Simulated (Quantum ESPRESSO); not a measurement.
## Kohn-Sham bands of TiO$_{2}$ (rutile)

```yaml
crystal:
  lattice:
    - [4.59984, 0.00000, 0.00000]
    - [0.00000, 4.59984, 0.00000]
    - [0.00000, 0.00000, 2.95921]
  atoms:
    - { symbol: Ti, position: [0.50000, 0.50000, 0.00000] }
    - { symbol: Ti, position: [0.00000, 0.00000, 0.50000] }
    - { symbol: O, position: [0.69568, 0.69568, 0.50000] }
    - { symbol: O, position: [0.30432, 0.30432, 0.50000] }
    - { symbol: O, position: [0.80432, 0.19568, 0.00000] }
    - { symbol: O, position: [0.19568, 0.80432, 0.00000] }
```

Cell from Materials Project (mp-2657), symmetrised, no further relaxation. COD (Crystallography Open Database) has the formula in 6 space groups, this one among them (matched by group alone). Computed values, not measurements, from PBE: Quantum ESPRESSO (norm-conserving PseudoDojo potentials, cutoff 68 Ry, no spin polarisation, no spin-orbit coupling) on a Γ-centred 6×6×8 mesh, then Wannier90. Density: 8×8×10 mesh, cold smearing 0.01 Ry.

Energies are relative to the valence-band maximum; weights are on the orthonormalised atomic waves of the pseudopotential files, averaged over the group. 48 electrons a cell are treated as valence.

```csv
bands,from (eV),to (eV),filling,weight on atomic waves
1–2,-56.90,-56.85,filled,…
3–8,-33.46,-32.99,filled,…
9–12,-18.15,-16.25,filled,…
13–24,-5.76,0.00,filled,…
25–34,1.89,7.63,empty,…
```

Task: Which atomic shells make up each group?

Result: 
- 1–2, weight on atomic waves: Ti 3s 96 %
- 3–8, weight on atomic waves: Ti 3p 98 %
- 9–12, weight on atomic waves: O 2s 84 %, Ti 3d 7 %, Ti 4s 6 %
- 13–24, weight on atomic waves: O 2p 81 %, Ti 3d 16 %
- 25–34, weight on atomic waves: Ti 3d 76 %, O 2p 19 %

The Kohn-Sham gap over both meshes and the path is 1.89 eV.
